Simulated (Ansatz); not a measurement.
Data:

Ti:
```
CELL_PARAMETERS angstrom
      2.92964     0.00000     0.00000
     -1.46482     2.53714     0.00000
      0.00000     0.00000     4.63334
ATOMIC_POSITIONS crystal
  Ti 0.33333 0.66667 0.75000
  Ti 0.66667 0.33333 0.25000
```

This is the r²SCAN+D4-relaxed structure. x, y and z are the axes in which the lattice vectors are written.

### Question
All from r²SCAN+D4 in the plane-wave PAW code Ansatz, unless another level is named. Estimate the Young's modulus.

### Answer
124 GPa.

### Question
Give the elastic constants (relaxed ions, GPa).

### Answer
C11 = 179, C12 = 99.4, C13 = 76.8, C33 = 198, C44 = 48.1.

Space group P6_3/mmc (hcp (Mg type)). The r²SCAN+D4 relaxation kept the symmetry of its start. No spin polarisation was allowed. The pairwise dispersion correction was not fitted to metals. As this level gives no gap, shear constants depend on the k-mesh and smearing (Fermi–Dirac, 0.1 eV here).

Potentials: the later of the program's two PAW sets.
